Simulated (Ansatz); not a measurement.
Name crystals whose computed values (DFT-r²SCAN in the program Ansatz with PAW potentials) fall in these windows: gap (eV) 0.39 to 0.52; B₀ by P(V) fit (GPa) 180 to 240.



| crystal | gap (eV) | B₀ by P(V) fit (GPa) |
|---|---|---|
| NbCuN2, R-3m (Nb on 3b, Cu on 3a, N on 6c) | 0.45 | 208 |
Others may fit too.

Typed or built starts, not in the databases checked: NbCuN2, R-3m (Nb on 3b, Cu on 3a, N on 6c). Began spin-polarised and lost the moments: NbCuN2, R-3m (Nb on 3b, Cu on 3a, N on 6c). The cell was relaxed under the symmetry of its start. Spin–orbit coupling is left out wherever it is not named.

Potentials: the earlier of the program's two PAW sets.
